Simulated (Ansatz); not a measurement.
Values for one crystal, relaxed and computed with the program Ansatz at the r²SCAN+D4 level (PAW); other levels are named.

* **Volume per atom**: 11.15 Å³
* **Band gap**: 3.67 eV (indirect)
* **Conduction-band minimum**: at Γ
* **Smallest direct gap on the standard path**: 3.92 eV
* **Valence-band maximum**: at L
* **Formation energy from the elements (no fitted shifts)**: -2.07 eV/atom
* **Hole effective mass**: 1.6, 2.5, 4.9 mₑ (principal values)

Problem. Which compound is it?
A. ScBeNO, P3m1 (Sc on 1b, Be on 1c, O on 1b, N on 1c)
B. Ge2Sb2Te5, P3m1 (Pearson symbol hP9)
C. BeS, P6_422 (Be on 3c, S on 3d)
D. AlN, rock salt

Solution. A, ScBeNO, P3m1 (Sc on 1b, Be on 1c, O on 1b, N on 1c)

The start of the workflow was typed in or built on a structure type; neither database checked (COD, Materials Project) lists it. Its standing as an ambient phase is unchecked. The cell was relaxed with r²SCAN+D4 under the symmetry of its start; its stability against distortions is not shown here. No spin polarisation was allowed. The volume moved by -22 % from the start of the relaxation. The references are the lowest solids computed at this level, not always the standard phases (solids in place of the gases).

Potentials: the earlier of the program's two PAW sets. The files were generated under PBE; for other functionals the program regenerates the frozen cores, and for LDA and PBEsol the local potential too.
